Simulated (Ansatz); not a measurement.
ZrBrN:
```xyz
6
Lattice="1.8220 1.0519 9.8840 -1.8220 1.0519 9.8840 0.0000 -2.1039 9.8840" Properties=species:S:1:pos:R:3 pbc="T T T"
Zr     0.0000     0.0000    26.0066
Zr     0.0000     0.0000     3.6454
Br     0.0000     0.0000    18.0999
Br     0.0000     0.0000    11.5520
N      0.0000     0.0000    23.8478
N      0.0000     0.0000     5.8042
```

Relaxed with r²SCAN+D4.

**Question.** Give the Bader charges and basin volumes of the independent atoms, r²SCAN+D4 in the plane-wave PAW code Ansatz.

**Answer.** 

| atom | Bader charge (e) | Bader volume (Å³) |
|---|---|---|
| Zr1 | +2.34 | 11.4 |
| Br3 | -0.65 | 31.9 |
| N5 | -1.69 | 13.5 |

Space group R-3m. The workflow started from a Materials Project entry (that database holds measured and hypothetical structures alike); the Crystallography Open Database copy checked does not list it. COD files the formula under space group No. 59. Whether it is the stable phase at ambient conditions was not checked. Symmetry was held in the r²SCAN+D4 relaxation; its stability against distortions is not shown here. No spin polarisation was allowed.

Potentials: the later of the program's two PAW sets.
